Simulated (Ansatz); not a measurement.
CsCl:
Space group Pm-3m (No. 221); a = b = c = 4.0682 Å, α = β = γ = 90.00°

| atom | site | symmetry | x | y | z |
|---|---|---|---|---|---|
| Cs | 1a | m-3m | 0.0000 | 0.0000 | 0.0000 |
| Cl | 1b | m-3m | 0.5000 | 0.5000 | 0.5000 |

Relaxed with PBEsol. PBEsol in the plane-wave PAW code Ansatz gives a gap of 5.23 eV.

Task: What gap does HSE06 give on the same cell (Ansatz, PAW)?

Result: 6.64 eV, 1.42 eV more. The hybrid was solved on a coarser mesh and at special points; its gap is the smallest among all of these.

| k | v1 PBEsol | c1 PBEsol | v1 HSE06 | c1 HSE06 |
|---|---|---|---|---|
| Γ | 0.00 | 5.23 | 0.00 | 6.64 |
| R | -1.23 | 8.60 | (withheld) | (withheld) |
| M | -0.09 | 5.85 | (withheld) | (withheld) |
| X | -0.28 | 6.33 | (withheld) | (withheld) |

Task: Top valence (v1) and lowest conduction level (c1) in eV from each method's valence maximum (which need not be a listed point): supply the withheld HSE06 values.

Result: 
- R, v1 HSE06: -1.27
- R, c1 HSE06: 10.16
- X, v1 HSE06: -0.29
- X, c1 HSE06: 7.79
- M, v1 HSE06: -0.10
- M, c1 HSE06: 7.32

Cost on shared cores: the PBEsol run (SCF on a 7×7×7 mesh, then bands and DOS) around 9 core-seconds (rough), the HSE06 run (SCF on 5×5×5, then a few points) roughly 80 core-seconds; the tasks are unlike.

The PBEsol relaxation kept the symmetry of its start. Spin–orbit coupling is left out wherever it is not named.

Potentials: the later of the program's two PAW sets.
